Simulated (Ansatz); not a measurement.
This AlNi₄ structure is the end of a relaxation. The cell was found from a structure generator's guess, not taken from experiment.

Level of theory: Ansatz 0.2.0, DFT PBE, scalar-relativistic, plane waves, PAW. Cutoff 420 eV, Γ-centred mesh, Gaussian smearing, collinear spin.

```
CELL_PARAMETERS angstrom
2.59621 0.00000 0.00000
-1.29810 2.24838 0.00000
0.00000 0.00000 19.74426
ATOMIC_POSITIONS crystal
Al 0.66667 0.33333 0.80012
Al 0.66667 0.33333 0.19988
Ni 0.33333 0.66667 0.70213
Ni 0.33333 0.66667 0.89789
Ni 0.33333 0.66667 0.10211
Ni 0.33333 0.66667 0.29787
Ni 0.33333 0.66667 0.50000
Ni 0.66667 0.33333 0.00000
Ni 0.66667 0.33333 0.40002
Ni 0.66667 0.33333 0.59998
```

Energies over the elements count from the elements' standard structures at the same level, with no fitted energy shifts.

Question: Find its symmetry and describe it.

Answer: P-6m2 (No. 187), with Al and Ni ordered on hcp sites. Conventional cell: a = 2.596 Å, c = 19.744 Å. Al has 6 Ni at 2.44–2.45 Å and 6 Al at 2.60 Å; around Ni on a site of symmetry 3m lie 3 Al at 2.45 Å and 9 Ni at 2.51–2.60 Å; around Ni on a second site of symmetry 3m lie 3 Al at 2.44 Å and 9 Ni at 2.51–2.60 Å; Ni on a site of symmetry -6m2 has 12 Ni at 2.48–2.60 Å; 2 more sites not described.

Question: What is its formation energy per atom?

Answer: −0.11 eV/atom. Whether it is stable depends on the other phases of the system, which aren't compared here.

Question: Is it a metal?

Answer: Yes, bands cross the Fermi level on the 18×18×2 mesh.

Question: Which magnetic moments does it keep?

Answer: 0.26 μB per atom net, the space between the atoms included; by site: Ni 0.1 (×2), 0.7, 0.4, 0.6 (×2) μB.

The last run used collinear spin, an 18×18×2 mesh (in the run's order of axes) for its 10-atom cell and Gaussian smearing of 0.10 eV. Another magnetic order may lie lower. A structure relaxed within its symmetry needn't be a true minimum.
